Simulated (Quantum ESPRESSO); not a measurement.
```cif
data_Mg4O14P4
_chemical_formula_sum 'O14 Mg4 P4'
_space_group_name_H-M_alt 'C2/m'
_space_group_IT_number 12
_space_group_name_Hall '-C 2y'
_cell_length_a 6.44029
_cell_length_b 8.27688
_cell_length_c 4.49802
_cell_angle_alpha 90.000
_cell_angle_beta 103.529
_cell_angle_gamma 90.000
loop_
_space_group_symop_operation_xyz
  'x, y, z'
  '-x, -y, -z'
  '-x, y, -z'
  'x, -y, z'
  'x+1/2, y+1/2, z'
  '-x+1/2, -y+1/2, -z'
  '-x+1/2, y+1/2, -z'
  'x+1/2, -y+1/2, z'
loop_
_atom_site_label
_atom_site_type_symbol
_atom_site_symmetry_multiplicity
_atom_site_Wyckoff_symbol
_atom_site_fract_x
_atom_site_fract_y
_atom_site_fract_z
_atom_site_occupancy
O1 O 8 j 0.27343 0.34783 0.27967 1
O2 O 2 a 0.00000 0.00000 0.00000 1
O3 O 4 i 0.38093 0.00000 0.21278 1
Mg1 Mg 4 h 0.50000 0.18793 0.50000 1
P1 P 4 i 0.28009 0.50000 0.09325 1
```
(The calculation used a cell of 11 atoms; values per cell refer to that cell.)

The geometry is that of Materials Project entry mp-5427, symmetrised and not relaxed again.

Q: What does PBEsol (pw.x of Quantum ESPRESSO, ONCV potentials, no spin-orbit coupling) give for the electronic structure near the Fermi level?

A: The PBEsol gap is indirect, 5.57 eV, from Z to Γ; the smallest direct gap is 5.83 eV.
